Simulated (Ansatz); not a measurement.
# 4 guesses for TiMoSe4 and where they end

Computed with DFT PBE, scalar-relativistic, plane waves, PAW (Ansatz). All cells share a 420 eV cutoff and Γ-centred k meshes spaced about 0.3 Å⁻¹ or finer (0.25 for metals, 2π included). No spin polarisation in the final relaxations.

Each guess was relaxed in cell and atoms at zero pressure, within the symmetry of its start. All energies are static (0 K, no zero-point motion). Coordination counts Se atoms around Mo and Ti (those within 1.25 times the shortest such distance or 1.15 times the sum of covalent radii).

| guess | made from | start group | V start (Å³/atom) | end group | V end (Å³/atom) | coordination at the end | gap on mesh (eV) | E over the lowest end (meV/atom) |
| --- | --- | --- | --- | --- | --- | --- | --- | --- |
| 1 | NbWSe4 type | P-6m2 | 22.2 | ? | ? | ? | ? | ? |
| 2 | a cell proposed by chemical analogy | P2/m | 23.1 | P2/m | 23.1 | Ti 6, Mo 6 | 0 | 123 |
| 3 | a cell proposed by chemical analogy | P3m1 | 23.1 | P3m1 | 24.4 | Ti 6, Mo 6 | 0 | 0 |
| 4 | a cell proposed by chemical analogy | P-3m1 | 23.1 | P-3m1 | 23.2 | Ti 6, Mo 6 | 0 | 117 |

Guess 1 as it starts:

```cif
data_structure
_symmetry_space_group_name_H-M 'P-6m2'
_symmetry_Int_Tables_number 187
_cell_length_a 3.3867
_cell_length_b 3.3867
_cell_length_c 13.4221
_cell_angle_alpha 90.000
_cell_angle_beta 90.000
_cell_angle_gamma 120.000
_cell_volume 133.32
loop_
_atom_site_label
_atom_site_type_symbol
_atom_site_symmetry_multiplicity
_atom_site_Wyckoff_symbol
_atom_site_fract_x
_atom_site_fract_y
_atom_site_fract_z
_atom_site_occupancy
Ti1 Ti 1 b 0.00000 0.00000 0.50000 1
Mo1 Mo 1 e 0.66667 0.33333 0.00000 1
Se1 Se 2 i 0.66667 0.33333 0.62764 1
Se2 Se 2 g 0.00000 0.00000 0.87715 1
```

Question: Predict the end of this guess and its energy over the lowest end.

Answer: It ends in Ti and Mo ordered on 2H molybdenite sites, space group P-6m2 (No. 187), with a = 3.402 Å, c = 14.340 Å, 24.0 Å³/atom and no gap; its coordination is Ti 6, Mo 6. It lies 53 meV/atom over the lowest end, above guess 3 and below guess 4. Counting Se atoms around Mo and Ti, this end and the lowest (guess 3) both have Ti 6, Mo 6.

```
CELL_PARAMETERS angstrom
3.40206 0.00000 0.00000
-1.70103 2.94627 0.00000
0.00000 0.00000 14.34029
ATOMIC_POSITIONS crystal
Ti 0.00000 0.00000 0.50000
Mo 0.66667 0.33333 0.00000
Se 0.66667 0.33333 0.61450
Se 0.00000 0.00000 0.88557
Se 0.00000 0.00000 0.11443
Se 0.66667 0.33333 0.38550
```

Formation energies are uncorrected and refer to the elements' standard structures at the same level.

Question: Is the lowest end bound against the elements?

Answer: Yes: its formation energy is −0.88 eV/atom. A negative formation energy is needed for stability but isn't enough: competing phases decide.

The k mesh leaves some 4 meV/atom of noise in the energy of each metallic cell. No dispersion correction is applied, so the spacing and binding between layers, chains or molecules are poorly described (P3m1, P-6m2, P-3m1, P2/m), and this can change margins and order among such cells. The reference form of Se is held partly by dispersion forces, which this level lacks. Cells relaxed within their symmetry can be saddle points. A lower structure may well exist outside this small set. Some types were kept out of the candidates beforehand, so the set may lack a known form.
